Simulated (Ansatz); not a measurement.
Relaxed-ion elastic tensor of ZnAu (CsCl type, space group No. 221) in GPa (Voigt order), PBE in the plane-wave PAW code Ansatz; density 13.46 g/cm³, 16.18 Å³ per atom.

```
 124   113   113   0.0   0.0   0.0
 113   124   113   0.0   0.0   0.0
 113   113   124   0.0   0.0   0.0
 0.0   0.0   0.0  45.3   0.0   0.0
 0.0   0.0   0.0   0.0  45.3   0.0
 0.0   0.0   0.0   0.0   0.0  45.3
```

Problem. Is the crystal mechanically stable?

Solution. Yes: the smallest eigenvalue of C is 10.9 GPa.

Problem. Work out the Voigt, Reuss and Hill averages.

Solution. K_V = 117, K_R = 117, K_H = 117; G_V = 29.4, G_R = 11.6, G_H = 20.5 GPa.

Problem. Give Young's modulus, Poisson's ratio, Pugh's ratio and the universal anisotropy index.

Solution. E = 9KG/(3K + G) = 58.0 GPa; ν = 0.42; K/G = 5.70 (ductile by the Pugh limit of 1.75); A_U = 5G_V/G_R + K_V/K_R − 6 = 7.68.

Problem. Estimate the sound speeds and the Debye temperature.

Solution. v_l = √((K + 4G/3)/ρ) = 3270 m/s, v_t = √(G/ρ) = 1230 m/s, mean 1400 m/s; Θ = (h/k)(3n/4πV)^(1/3) v_m = 165 K.

Problem. Give the Zener ratio and Young's modulus along [100], [110] and [111].

Solution. A = 2C44/(C11 − C12) = 8.28; 1/E = S11 − 2(S11 − S12 − S44/2)Γ with Γ = 0, 1/4, 1/3 gives 16.2, 46.1, 120 GPa.

Space group Pm-3m (CsCl type). The PBE relaxation kept the symmetry of its start; of distortions, only those at the zone centre were tested. As this level gives no gap, shear constants depend on the k-mesh and smearing (Fermi–Dirac, 0.1 eV here). Spin–orbit coupling is left out wherever it is not named.

Potentials: the later of the program's two PAW sets.
